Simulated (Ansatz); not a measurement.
Given:

Mg3SnO:
```yaml
crystal:
  lattice:
    - [4.34518, 0.00000, 0.00000]
    - [0.00000, 4.34518, 0.00000]
    - [0.00000, 0.00000, 4.34518]
  atoms:
    - { symbol: Sn, position: [0.00000, 0.00000, 0.00000] }
    - { symbol: O, position: [0.50000, 0.50000, 0.50000] }
    - { symbol: Mg, position: [0.50000, 0.50000, 0.00000] }
    - { symbol: Mg, position: [0.50000, 0.00000, 0.50000] }
    - { symbol: Mg, position: [0.00000, 0.50000, 0.50000] }
```

This is the r²SCAN-relaxed structure.

Q: All from r²SCAN in the plane-wave PAW code Ansatz, unless another level is named. Give the Hill bulk and shear moduli.

A: 78.2 and 53.6 GPa.

Q: Next, the elastic constants (relaxed ions, GPa)?

A: C11 = 139, C12 = 47.7, C44 = 59.4.

Space group Pm-3m (anti-perovskite). The start of the workflow was typed in or built on a structure type; neither database checked (COD, Materials Project) lists it. Whether it is the stable phase at ambient conditions was not checked. Symmetry was held in the r²SCAN relaxation; whether a distortion lowers the energy is not shown. As this level gives no gap, shear constants depend on the k-mesh and smearing (Fermi–Dirac, 0.1 eV here). Scalar-relativistic: spin–orbit coupling is off unless named, which matters more the heavier the elements.

Potentials: the later of the program's two PAW sets.
